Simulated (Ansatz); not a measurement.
# Structure relaxation, Ga₂O₃

The start is a randomly generated symmetric cell of Ga2O3 (space group No. 137). Cell shape, volume and atoms are optimised at zero target pressure with PBEsol (plane waves to 420 eV, PAW, scalar-relativistic; Ansatz, a quantum-chemistry and plane-wave program). The first steps use a coarse 6×6×4 k-mesh.

Starting cell:
```
CELL_PARAMETERS angstrom
      3.98117     0.00000     0.00000
      0.00000     3.98117     0.00000
      0.00000     0.00000     5.87302
ATOMIC_POSITIONS crystal
  Ga 0.00000 0.00000 0.16120
  Ga 0.50000 0.50000 0.66120
  Ga 0.50000 0.50000 0.33880
  Ga 0.00000 0.00000 0.83880
  O  0.50000 0.00000 0.98366
  O  0.50000 0.00000 0.48366
  O  0.00000 0.50000 0.51634
  O  0.00000 0.50000 0.01634
  O  0.00000 0.00000 0.50000
  O  0.50000 0.50000 0.00000
```

Problem. How large is the pressure on the unrelaxed cell, and of which sign?

Solution. +45.7 GPa (positive: the cell is compressed).

Problem. What is the largest force in the starting geometry, and on which atom (counted from 1)?

Solution. 10.41 eV/Å, on Ga1, Ga2, Ga3, Ga4 (atoms numbered as listed).

Problem. Does the structure survive the relaxation? Give the final space group.

Solution. The space group goes from P4₂/nmc (No. 137) to I4/mmm (No. 139), with 5 atoms in the primitive cell.

Problem. By how much does the energy per atom fall from start to end?

Solution. 2.23 eV/atom.

Problem. How does the volume change?

Solution. +44.5 %, from 9.31 to 13.45 Å³/atom.

Problem. How do the shortest distances between atoms change?

Solution. The closest pairs of elements (up to four, under 3.6 Å), start → end: Ga–O 1.99 → 1.74 Å; Ga–Ga 1.89 → 3.04 Å; O–O 1.99 → 2.57 Å.

Problem. Is the relaxed structure metallic? Give its gap.

Solution. 2.22 eV, indirect (valence top at S, conduction bottom at Γ) (no spin-orbit coupling).

Problem. Write out the relaxed structure.

Solution. 
Space group I4/mmm (No. 139); a = b = 3.629 Å, c = 10.211 Å, α = β = γ = 90.00°

```
atom  site  symmetry       x       y       z
----  ----  --------  ------  ------  ------
Ga      4e       4mm  0.0000  0.0000  0.3294
O       4d      -4m2  0.0000  0.5000  0.2500
O       2b     4/mmm  0.0000  0.0000  0.5000
```
(The calculation used a cell of 5 atoms; values per cell refer to that cell.)

Final values are on a 13×13×13 k-mesh of the relaxed cell. No spin polarisation in the result.

The run could not lose the symmetry of its start: the end is stationary, and may be a saddle point rather than a minimum.

The relaxed structure here is a generated cell of Ga2O3: the first start was made by a random draw of sites in a space group, and the end was not matched to a known phase here, so it may be hypothetical. Known forms of Ga2O3 include space group No. 12, 167.
